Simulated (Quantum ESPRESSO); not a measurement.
Inputs of pw.x and gipaw.x (a modified build of Quantum ESPRESSO, PBE) for AlN; the starting potential comes from an earlier run on another mesh:

```
&CONTROL
  calculation = 'scf'
  prefix = 'x'
  pseudo_dir = './pseudo'
  outdir = './out'
  tprnfor = .true.
/
&SYSTEM
  ibrav = 0
  nat = 2
  ntyp = 2
  ecutwfc = 50
  ecutrho = 200
  occupations = 'fixed'
  nbnd = 4
/
&ELECTRONS
  conv_thr = 1e-11
  startingpot = 'file'
/
ATOMIC_SPECIES
Al 26.982 Al.GGA_PBE-JTH.UPF
N 14.007 N.GGA_PBE-JTH.UPF
CELL_PARAMETERS angstrom
    0.000000000000     2.205834950000     2.173075025000
    2.173075025000     0.000000000000     2.173075025000
    2.173075025000     2.205834950000     0.000000000000
ATOMIC_POSITIONS crystal
Al     0.000000000000     0.000000000000     0.000000000000
N      0.750000000000     0.750000000000     0.750000000000
K_POINTS automatic
7 7 7 1 1 1
```

```
&INPUTGIPAW
  job = 'nmr'
  prefix = 'x'
  tmp_dir = './out/'
  restart_mode = 'from_scratch'
  pawproj(1) = .true.
  pawproj(2) = .true.
  use_nmr_macroscopic_shape = .false.
/
```

The cell was made here from a computed Materials Project entry: strained by +1 % along the cube axis and by -0.5 % across it, atoms relaxed (PBE without dispersion, pw.x of Quantum ESPRESSO, symmetry kept). The parent is AlN in F-43m. Stability against distortions was not tested.

Q: What does gipaw.x print for the total shieldings?

A: 
```
     Total NMR chemical shifts in ppm: ---------------------------------------
     (adopting the Simpson convention for anisotropy and asymmetry)-----------

     Atom  1  Al  pos: (  0.000000  0.000000  0.000000)  Total sigma:         435.01
           435.4936         -0.0000         -0.0000
             0.0000        434.0504         -0.0000
             0.0000         -0.0000        435.4936

     Al      1    anisotropy:     -1.44    eta:    0.0000
     Al      1    sigma_11=    435.49
     Al      1    sigma_22=    435.49
     Al      1    sigma_33=    434.05

     Atom  2  N   pos: (  1.052696  1.068565  1.052696)  Total sigma:         105.31
           107.8416         -0.0000         -0.0000
            -0.0000        100.2346         -0.0000
            -0.0000         -0.0000        107.8416

     N       2    anisotropy:     -7.61    eta:    0.0000
     N       2    sigma_11=    107.84
     N       2    sigma_22=    107.84
     N       2    sigma_33=    100.23
```
The printed anisotropy is 3/2 (σ_33 − σ_iso) in the program's own order; the axes are left out here. Anisotropies that symmetry doesn't fix are less certain than the isotropic values. Shieldings are absolute and leave out the bulk-susceptibility term; a larger σ means a smaller chemical shift. By our sweeps, such settings leave a few ppm in absolute σ. The datasets of Al hold no d projectors, which limits absolute σ on these atoms. Static lattice: thermal averaging is not included.
